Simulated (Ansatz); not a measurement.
Given:

TiS2:
Space group P-3m1 (No. 164); a = 3.3148 Å, b = 3.3148 Å, c = 5.4466 Å, α = 90.00°, β = 90.00°, γ = 120.00°

```
atom  site  symmetry       x       y       z
----  ----  --------  ------  ------  ------
Ti      1b      -3m.  0.0000  0.0000  0.5000
S       2d       3m.  0.6667  0.3333  0.2391
```

This is the LDA-relaxed structure.

**Question.** All from DFT-LDA in the program Ansatz with PAW potentials, unless another level is named. Estimate the zero-point energy.

**Answer.** 45.1 meV/atom.

**Question.** Predict the Debye temperature from the elastic constants.

**Answer.** 409 K.

**Question.** And the vibrational entropy at 300 K?

**Answer.** 24.9 J/(K·mol of atoms).

**Question.** Give the highest zone-centre frequency.

**Answer.** 388 cm^-1.

The cell was relaxed with LDA under the symmetry of its start; phonons on a q-mesh show no instability. No spin polarisation was allowed. A crystal of weakly bound layers computed without a dispersion correction: the cell and the soft elastic constants depend strongly on that. As this level gives no gap, shear constants depend on the k-mesh and smearing (Fermi–Dirac, 0.1 eV here). As this level gives no gap, phonon frequencies hold no LO–TO term and depend on the k-mesh and smearing (Fermi–Dirac, 0.1 eV here).

Potentials: the later of the program's two PAW sets.
